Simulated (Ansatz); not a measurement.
K4Br2O:
```
K4Br2O
1.0
   -2.57082     2.57082     8.26215
    2.57082    -2.57082     8.26215
    2.57082     2.57082    -8.26215
K Br O
4 2 1
Direct
  0.15439   0.15439   0.00000
  0.84561   0.84561   0.00000
  0.50000   0.00000   0.50000
  0.00000   0.50000   0.50000
  0.35594   0.35594   0.00000
  0.64406   0.64406   0.00000
  0.00000   0.00000   0.00000
```

Relaxed with r²SCAN.

**Question.** Map the electron localisation function on the plane through (0.154, 0.154, 0.000) spanned by u = [1, 1, 0] and v = [1, -1, 0] in lattice vectors, from the program Ansatz at the r²SCAN level (PAW).

**Answer.** x is the fraction of u, y of v (the angle between them is 90°; rows are the nearest grid lines); atoms in the plane: K at (0.00, 0.00), K at (0.50, 0.50), K at (0.19, 0.50), K at (0.69, 0.00), Br at (0.20, 0.00), Br at (0.70, 0.50), Br at (0.49, 0.00), Br at (0.99, 0.50), O at (0.35, 0.50), O at (0.85, 0.00).
```
y \ x   0.000  0.100  0.175  0.275  0.375  0.450  0.550  0.625  0.725  0.825  0.900   1.00
------  -----  -----  -----  -----  -----  -----  -----  -----  -----  -----  -----  -----
1.00    0.497  0.093  0.214  0.823  0.227  0.769  0.877  0.545  0.871  0.664  0.677  0.497
0.917   0.876  0.089  0.851  0.765  0.096  0.884  0.835  0.269  0.846  0.825  0.583  0.876
0.833   0.356  0.056  0.797  0.350  0.011  0.747  0.658  0.014  0.114  0.460  0.281  0.356
0.778   0.015  0.013  0.423  0.041  0.012  0.319  0.243  0.007  0.017  0.072  0.042  0.015
0.694   0.725  0.012  0.037  0.049  0.205  0.013  0.011  0.310  0.691  0.008  0.031  0.725
0.611   0.878  0.024  0.843  0.129  0.740  0.326  0.557  0.676  0.884  0.018  0.446  0.878
0.528   0.007  0.031  0.765  0.133  0.808  0.776  0.844  0.778  0.205  0.068  0.696  0.007
0.472   0.007  0.031  0.765  0.133  0.808  0.776  0.844  0.778  0.205  0.068  0.696  0.007
0.389   0.878  0.024  0.843  0.129  0.740  0.326  0.557  0.676  0.884  0.018  0.446  0.878
0.306   0.725  0.012  0.037  0.049  0.205  0.013  0.011  0.310  0.691  0.008  0.031  0.725
0.222   0.015  0.013  0.423  0.041  0.012  0.319  0.243  0.007  0.017  0.072  0.042  0.015
0.167   0.356  0.056  0.797  0.350  0.011  0.747  0.658  0.014  0.114  0.460  0.281  0.356
0.0833  0.876  0.089  0.851  0.765  0.096  0.884  0.835  0.269  0.846  0.825  0.583  0.876
0.000   0.497  0.093  0.214  0.823  0.227  0.769  0.877  0.545  0.871  0.664  0.677  0.497
```

The density is the valence pseudo-density with augmentation charge, so density and ELF within about 1 Å of a nucleus are not all-electron values.

Space group I4/mmm. The first step of the workflow began from a Materials Project structure, measured or hypothetical; the Crystallography Open Database files this formula in space group No. 139, but the cells were not matched. Whether it is the stable phase at ambient conditions was not checked. Symmetry was held in the r²SCAN relaxation; its stability against distortions is not shown here.

Potentials: the later of the program's two PAW sets.
